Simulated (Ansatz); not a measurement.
BN (zinc blende, space group No. 216), PBE in the plane-wave PAW code Ansatz. The conduction-band minimum lies at X, with 3 equivalent valleys. Second derivatives d²E/dk² of the lowest band at one valley (eV·Å²), along Cartesian directions:

```tsv
direction	d²E/dk²
[100]	8.334
[010]	25.39
[001]	25.39
[110]	16.86
[101]	16.86
[011]	25.38
```

### Question
Find the principal effective masses, the density-of-states mass and the conductivity mass.

### Answer
Off-diagonal terms follow from H_xy = H[110] − (H_xx + H_yy)/2, and m*/mₑ = 7.620 eV·Å² over each eigenvalue: 0.30, 0.30, 0.91. One valley's DOS mass (m₁m₂m₃)^(1/3) = 0.44, conductivity mass 3/(Σ 1/mᵢ) = 0.39 mₑ.

### Question
What effective density of states Nc follows at 300 K for parabolic valleys?

### Answer
Nc = 2.509e19 × 3 × (0.44)^(3/2) ≈ 2.2e19 cm⁻³.

Space group F-43m (zinc blende). Symmetry was held in the PBE relaxation.

Potentials: the later of the program's two PAW sets.

Edges and masses are those of Kohn–Sham bands, whose gap is no quasiparticle gap.
